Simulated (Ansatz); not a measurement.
Be₂C:
```
CELL_PARAMETERS angstrom
      0.00000     2.16418     2.16418
      2.16418     0.00000     2.16418
      2.16418     2.16418     0.00000
ATOMIC_POSITIONS crystal
  Be 0.75000 0.75000 0.75000
  Be 0.25000 0.25000 0.25000
  C  0.00000 0.00000 0.00000
```

Relaxed with PBE. Special points in fractions of this cell's reciprocal vectors: Γ (0.000, 0.000, 0.000); X (0.500, 0.000, 0.500); U (0.625, 0.250, 0.625); K (0.375, 0.375, 0.750); L (0.500, 0.500, 0.500); W (0.500, 0.250, 0.750).

Q: List the band energies nearest the valence-band maximum at these points for DFT-PBE in the program Ansatz with PAW potentials.

A: In eV from the valence-band maximum; about four levels below and three above (degenerate sets whole), none deeper than 8.9 eV; … stands for higher levels left out; points with the same levels are listed once.

```tsv
k	below	above
Γ	0.00 0.00 0.00	4.14 4.14 4.14
X	-6.77 -4.73 -4.73	1.17 5.74 …
U	-6.85 -6.29 -3.99	3.31 8.30 11.56
L	-8.72 -1.83 -1.83	5.02 5.02 7.01
W	-6.26 -5.90 -5.90	5.72 8.14 …
```

Space group Fm-3m (fluorite or antifluorite type). Symmetry was held in the PBE relaxation.

Potentials: the later of the program's two PAW sets.
